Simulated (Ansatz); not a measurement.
# Run on Cr (P63/mmc) — Cr2 and Cr4 tilted by 45° from z and held

Computed with DFT, LDA, all-electron LAPW, scalar-relativistic (Ansatz).

Command: `ansatz run input.yaml --threads 2 --pin off --max-ram 6144MiB --backend cpu --events-out ev --progress --plain --runs-dir out`

```yaml
crystal:
  lattice:
    - [2.714, 0.0, 0.0]
    - [0.0, 4.7007858918, 0.0]
    - [1.357, 2.3503929459, 4.41]
  atoms:
    - { symbol: Cr, position: [0.875, 0.2083333334, 0.25], spin: 0.5, spin_axis: [0.0, 0.0, 1.0] }
    - { symbol: Cr, position: [0.375, 0.7083333334, 0.25], spin: 0.5, spin_axis: [0.70710678, 0.0, 0.70710678] }
    - { symbol: Cr, position: [0.125, 0.7916666666, 0.75], spin: 0.5, spin_axis: [0.0, 0.0, 1.0] }
    - { symbol: Cr, position: [0.625, 0.2916666666, 0.75], spin: 0.5, spin_axis: [0.70710678, 0.0, 0.70710678] }
magnetization:
  noncollinear: true
  spin_locking: { lock_directions: true }
kpoints:
  mp_grid: { grid: [10, 10, 10] }
scf:
  occupations: { method: fermi_dirac, width: 0.03 }
  max_iter: 150
  lower_state_search: "off"
hamiltonian:
  xc: lda
  pseudopotentials: { kind: all_electron, lapw: { basis_error: 0.0005 } }
output:
  eigenvalues: false
```

The program prints:

```
settings of this run that can trade accuracy for cost: output.eigenvalues: false. Do not mix this run's numbers with those of runs without the same settings; the input reference describes each key
LAPW: plane waves up to 8.479 Å⁻¹, error target 5.0e-4 eV per atom; small_component_spin mean_spin; Cr in spheres of 1.353 Å, 14 of its electrons in bands, Dirac shells [] (how accurate: hamiltonian.pseudopotentials.lapw.basis_error, Limitations)
Engine: ansatz 0.2.0
Pseudopotentials: kind: all_electron
Pseudopotential: Cr, LAPW, valence charge 14, lapw/all_electron/scalar/gaussian/Cr, Koelling and Harmon's equation, gaussian nucleus
Functional definition: SPW92
  exchange = slater_x
  correlation = pw_c
Crystal: 4 atoms, lattice volume = 56.262 Å³
Basis set: ecut = 273.9339549651243 eV, 575 PW (Γ), exchange–correlation at level 2
Bands: 68, of which v1, the nominal top of the filled ones, is band 56 counted from 1 (55 counted from 0)
Symmetry: 8 space group operations + 8 with time reversal
Moments: of one size on atoms that these operations exchange, one fixing the others by the rotation that the starting moments gave each, and all in one plane where the starting moments lie in one or along one axis (crystal.symmetry.detect: false holds none)
k-points: 282 of 1000
Non-local potential: Cr, projectors of the file, none
Initial density: superposition of atomic densities (chi_scale 0.1, normalization cell)
Starting moments: Σ|m| = 2 μB on 4 of 4 sites
Initial wavefunctions: plane waves of lowest kinetic energy (no species holds an atomic orbital)
Functional: x = slater, c = lda
iter 1 solved again at ethr=2.25e-3 eV; its pass at ethr=1.00e-1 eV (dr2=1.26e0 eV) is discarded
SCF iter   1: F=-114144.111159 eV  HF=-114168.556331 eV  |F-HF|=2.44e1  |Δ(HF+E_count)|=         —  Δρ=6.55e-2  dr2=1.27e0  dr2_m=2.96e-2  ethr=2.25e-3  |M|=1.07e0 ∫|m|=1.21e0 μB  β_m=0.30  ⟨swp⟩=2.0  Hψ=128067  notcnv=0
preconditioner: auto → Kerker (q_TF=auto, 2.726 Å⁻¹)  [metal: Δε(μ)=0.000 eV  Ē_g=3.514 eV  σ=0.030 eV  W_gap=0.00  n_scr=20 (ndim 8)  ℏωp=24.3 eV  f_vac=0.000  D(μ)=7.23/eV (n_scr^D=90)]
spin=Noncollinear: Kerker preconditioning applied to the charge; magnetization (m_x, m_y, m_z) channels mix plain (no charge-response kernel on spin).
iter 2 solved again at ethr=1.66e-4 eV; its pass at ethr=2.25e-3 eV (dr2=9.28e-2 eV) is discarded
[...]
the basis was enlarged: its passes take 2.1 MiB over the memory plan, 2 of 2 planned eigensolver slots
[...]
SCF iter  10: F=-114161.259795 eV  HF=-114161.259803 eV  |F-HF|=8.53e-6  |Δ(HF+E_count)|=   5.85e-4  Δρ=2.29e-4  dr2=2.42e-5  dr2_m=1.25e-6  ethr=4.88e-8  |M|=2.34e0 ∫|m|=2.53e0 μB  β_m=0.76  ⟨swp⟩=3.1  Hψ=67660  notcnv=0
SCF iter  11: F=-114161.259799 eV  HF=-114161.259800 eV  |F-HF|=6.06e-7  |Δ(HF+E_count)|=   3.75e-6  Δρ=8.22e-5  dr2=3.69e-6  dr2_m=3.73e-7  ethr=4.33e-8  |M|=2.31e0 ∫|m|=2.50e0 μB  β_m=0.88  ⟨swp⟩=2.3  Hψ=60030  notcnv=0
SCF iter  12: F=-114161.259802 eV  HF=-114161.259802 eV  |F-HF|=7.09e-7  |Δ(HF+E_count)|=   2.76e-6  Δρ=2.42e-5  dr2=3.52e-7  dr2_m=1.99e-8  ethr=6.58e-9  |M|=2.33e0 ∫|m|=2.52e0 μB  β_m=0.75  ⟨swp⟩=3.0  Hψ=66142  notcnv=0
SCF iter  13: F=-114161.259802 eV  HF=-114161.259802 eV  |F-HF|=1.02e-7  |Δ(HF+E_count)|=   5.71e-7  Δρ=9.54e-6  dr2=4.32e-8  dr2_m=1.98e-8  ethr=6.28e-10  |M|=2.33e0 ∫|m|=2.52e0 μB  β_m=0.63  ⟨swp⟩=2.2  Hψ=60000  notcnv=0
SCF iter  14: F=-114161.259802 eV  HF=-114161.259802 eV  |F-HF|=5.82e-10  |Δ(HF+E_count)|=   3.17e-7  Δρ=6.92e-6  dr2=2.26e-8  dr2_m=6.97e-10  ethr=7.71e-11  |M|=2.33e0 ∫|m|=2.52e0 μB  ⟨swp⟩=2.5  Hψ=60143  notcnv=0
SCF 1 converged in 14 iterations: F = -114161.259802 eV  dr2 = 2.26e-8
SCF converged after 14 iterations
Stability not checked: this state was not tested for a lower state beside it, because a magnetisation constraint still acts at the end of the SCF (magnetization_constraint; see scf.lower_state_search)
Magnetization: |M| = 2.3300 μB,  M = (+0.8917, +0.0000, +2.1527) μB
Absolute magnetization: 2.5185 μB (∫|m|)
  site 0: m = (-0.0013, +0.0000, +0.5760) μB, |m| = 0.5760 μB  (R = 1.12 Å)
  site 1: m = (+0.4082, -0.0000, +0.4064) μB, |m| = 0.5760 μB  (R = 1.12 Å)
  site 2: m = (-0.0013, -0.0000, +0.5760) μB, |m| = 0.5760 μB  (R = 1.12 Å)
  site 3: m = (+0.4082, +0.0000, +0.4064) μB, |m| = 0.5760 μB  (R = 1.12 Å)
--- Magnetisation constraints (ε_frz = 1.0e-4 eV) ---
  site  kind           target                            achieved (μB)             |Δ|max (μB)  g (eV/μB)                   λ_eff  esc  ok   flags
  0     per_site_axis  ê (+0.000, +0.000, +1.000) ≥0.00  (-0.001, +0.000, +0.576)  1.30e-3      (-2.6e-3, +0.0e0, +0.0e0)   1.000  0    yes
  1     per_site_axis  ê (+0.707, +0.000, +0.707) ≥0.00  (+0.408, +0.000, +0.406)  9.20e-4      (+1.8e-3, +0.0e0, -1.8e-3)  1.000  0    yes
  2     per_site_axis  ê (+0.000, +0.000, +1.000) ≥0.00  (-0.001, +0.000, +0.576)  1.30e-3      (-2.6e-3, +0.0e0, +0.0e0)   1.000  0    yes
  3     per_site_axis  ê (+0.707, +0.000, +0.707) ≥0.00  (+0.408, +0.000, +0.406)  9.20e-4      (+1.8e-3, +0.0e0, -1.8e-3)  1.000  0    yes
Free energy (F): -114161.259802 eV
Harris-Foulkes:  -114161.259802 eV  (|F-HF|=5.82e-10)
Internal energy: -114161.231949 eV  (E = F + TS)
E sigma→0 (E₀):  -114161.245876 eV
Entropy (-TS):   -0.027853 eV (-6.963 meV/atom)
Fermi energy:    15.308870 eV
--- Per-component energies (eV) ---
  E_band       = -767.982450
  E_kinetic    = 115394.447101
  E_xc         = -5079.417417
  E_constr_dc  = 0.000014  (∫m·b dr)
  E_electrostatic = -224476.261633  (all electrons and nuclei)
  E_smearing   = -0.027853  (= −TS)
  E_closure    = -0.000000  (closes the sum)
  E_penalty    = 0.000007  (constraint; not in F)
  E_atoms      = -114122.198491  (free atoms, spherical and without spin; not in F)
  Σ components = -114161.259802   (vs F -114161.259802, Δ=0.00e0)
  Basis errors (estimates in eV, not in F): energy 9.8e-5 per atom: plane waves 6.8e-5 (3.4e-5 summed), levels above the bands 3.1e-17, relativity 2.2e-9, radial functions 3.0e-5, core shells 5.9e-9; eigenvalues (radial functions only) 3.9e-7; not estimated: angular momenta, meshes, grids; target (lapw.basis_error) 5.0e-4; muffin-tin radii Cr 1.353 Å
settings of this run that can trade accuracy for cost: output.eigenvalues: false. Do not mix this run's numbers with those of runs without the same settings; the input reference describes each key
```

Site moments (μB): Cr1 (0.00, 0.00, 0.58); Cr2 (0.41, 0.00, 0.41); Cr3 (0.00, 0.00, 0.58); Cr4 (0.41, 0.00, 0.41). Cell moment 2.33 μB.

This cell lies far from its zero-pressure volume, so the numbers describe the cell as given rather than the relaxed compound. The Ansatz runs typed with the search for lower states off end where their start leads. None of this fixes the real material's magnetic order: only patterns that fit the cell were computed, at zero temperature, with a functional that can overstate moments.

It took 19 min on 2 threads of Arm Neoverse V2, with other jobs on the host, peak memory 4.3 GiB.
